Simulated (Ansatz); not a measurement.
**Computed properties of YTaN3**

YTaN3:
```cif
data_N3TaY
_chemical_formula_sum 'Y1 Ta1 N3'
_space_group_name_H-M_alt 'Pm-3m'
_space_group_IT_number 221
_space_group_name_Hall '-P 4 2 3'
_cell_length_a 4.03034
_cell_length_b 4.03034
_cell_length_c 4.03034
_cell_angle_alpha 90.000
_cell_angle_beta 90.000
_cell_angle_gamma 90.000
loop_
_atom_site_label
_atom_site_type_symbol
_atom_site_symmetry_multiplicity
_atom_site_Wyckoff_symbol
_atom_site_fract_x
_atom_site_fract_y
_atom_site_fract_z
_atom_site_occupancy
Y1 Y 1 a 0.00000 0.00000 0.00000 1
Ta1 Ta 1 b 0.50000 0.50000 0.50000 1
N1 N 3 c 0.00000 0.50000 0.50000 1
```

Space group Pm-3m (No. 221), cubic perovskite; conventional cell a = b = c = 4.030 Å, α = β = γ = 90.00°.

Method: the program Ansatz at the r²SCAN level (PAW). Structure relaxed to zero pressure with the same functional. Other levels are named where they apply.

Cell and energy:

Volume per atom: 13.09 Å³
Density: 7.91 g/cm³
Formation energy from the elements (no fitted shifts): -102 kJ/mol-atom

Electronic structure:

- Electronic character = metallic (no gap)
- Density of states at the Fermi level = 0.46 states/eV per atom (mean over ±0.08 eV)
- Gap with spin–orbit coupling = none (metallic)

Mechanics:

* **Bulk modulus (Birch–Murnaghan fit)**: 221 GPa
* **Pressure derivative B′**: 3.7

Charges:

- Bader charges = Y +2.16, Ta +2.72, N -1.62 e

The start of the workflow was typed in or built on a structure type; neither database checked (COD, Materials Project) lists it. Its standing as an ambient phase is unchecked. The cell was relaxed with r²SCAN under the symmetry of its start; whether a distortion lowers the energy is not shown. The run is not spin-polarised. With an odd number of electrons in the cell and no spin polarisation, the count alone makes it a metal. The references are the lowest solids computed at this level, not always the standard phases (solids in place of the gases). Scalar-relativistic: spin–orbit coupling is off unless named, which matters more the heavier the elements.

Potentials: the earlier of the program's two PAW sets.
